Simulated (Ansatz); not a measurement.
**Convergence test, ScPt**

The calculation used DFT PBEsol, scalar-relativistic, plane waves, PAW in Ansatz 0.2.0.

```
Sc Pt
1.0
     3.25088    0.03543    0.01918
     0.03543    3.23792   -0.00269
     0.01918   -0.00269    3.26373
Sc Pt
1 1
Cartesian
  1.6942 1.6069 1.8954
  0.0795 -0.1638 -0.0037
```

The plane-wave cutoff is 420 eV and the occupation rule is Gaussian smearing, 0.1 eV. The spin treatment is unpolarised.

The atoms are held and the k-point mesh is swept. Energies are extrapolated to zero smearing and count from the reference run, 10×10×10. The cell was strained and its atoms displaced at random, so that forces don't vanish. The meshes are Γ-centred. Spin–orbit coupling is left out. Pressure is positive in compression.

```tsv
mesh	ΔE (meV/atom)	P (GPa)	largest change of a force component (eV/Å)	irreducible points
1×1×1	-2811	-23.00	1.561	1
2×2×2	841	15.16	1.202	8
4×4×4	2.18	6.31	0.073	36
6×6×6	-48.3	5.00	0.067	112
10×10×10	0.00	5.75	0.000	504
```